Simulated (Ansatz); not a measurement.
### Question
ZnS in space group P6_3mc (No. 186; Pearson symbol hP40) is relaxed with the program Ansatz at the PBEsol level (PAW). What lattice parameters of the conventional cell result?

### Answer
a = 3.787 Å, c = 61.865 Å.

### Question
Give the free coordinates with the occupied sites.

### Answer
In one choice of origin and axes:

```
atom  site  symmetry       x       y       z
----  ----  --------  ------  ------  ------
Zn      2a       3m.  0.0000  0.0000  0.4000
Zn      2b       3m.  0.3333  0.6667  0.4499
Zn      2b       3m.  0.6667  0.3333  0.2000
Zn      2b       3m.  0.3333  0.6667  0.1500
Zn      2a       3m.  0.0000  0.0000  0.1000
Zn      2b       3m.  0.6667  0.3333  0.3500
Zn      2b       3m.  0.6667  0.3333  0.0501
Zn      2a       3m.  0.0000  0.0000  0.2500
Zn      2b       3m.  0.3333  0.6667  0.0000
Zn      2b       3m.  0.3333  0.6667  0.3000
S       2b       3m.  0.6667  0.3333  0.2375
S       2b       3m.  0.3333  0.6667  0.3375
S       2b       3m.  0.6667  0.3333  0.3875
S       2a       3m.  0.0000  0.0000  0.2875
S       2b       3m.  0.6667  0.3333  0.0875
S       2b       3m.  0.3333  0.6667  0.4874
S       2a       3m.  0.0000  0.0000  0.1375
S       2b       3m.  0.3333  0.6667  0.1875
S       2b       3m.  0.3333  0.6667  0.0376
S       2a       3m.  0.0000  0.0000  0.4374
```

### Question
Is it a metal or does it have a gap at this level?

### Answer
A gap of 2.09 eV, direct.

The workflow started from a Materials Project entry (that database holds measured and hypothetical structures alike). Its sites differ from those of the usual phase in this space group: another stacking or structure type. The cell was relaxed with PBEsol under the symmetry of its start; its stability against distortions is not shown here.

Potentials: the later of the program's two PAW sets.
